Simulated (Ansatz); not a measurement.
CuAu in space group R-3m (No. 166; Cu on 3b, Au on 3a) at seven volumes, r²SCAN (plane waves, PAW; program Ansatz), shape and atoms relaxed at each. One row is withheld.

| V (Å³/atom) | P (GPa) |
|---|---|
| 13.517 | 18.36 |
| 13.962 | 11.04 |
| 14.408 | 4.98 |
| 14.853 | 0.00 |
| 15.299 | -4.08 |
| 15.745 | ? |
| 16.190 | -10.09 |

Question: Fit the shown pressures and predict the withheld one.

Answer: Third-order Birch–Murnaghan: P = (3/2)B₀(x^(7/2) − x^(5/2))[1 + (3/4)(B′ − 4)(x − 1)] with x = (V₀/V)^(2/3). Least squares on the six rows gives V₀ = 14.854 Å³/atom, B₀ = 149.5 GPa, B′ = 5.62. At V = 15.745, x = 0.9619 and P = -7.39 GPa. The run itself gave -7.39 GPa.

The first step of the workflow began from a Materials Project structure, measured or hypothetical; the Crystallography Open Database copy checked does not list it. It is not the phase usual at ambient conditions (space group No. 123). The cell was relaxed with r²SCAN under the symmetry of its start; whether a distortion lowers the energy is not shown. The run is not spin-polarised. Spin–orbit coupling is left out wherever it is not named.

Potentials: the later of the program's two PAW sets.
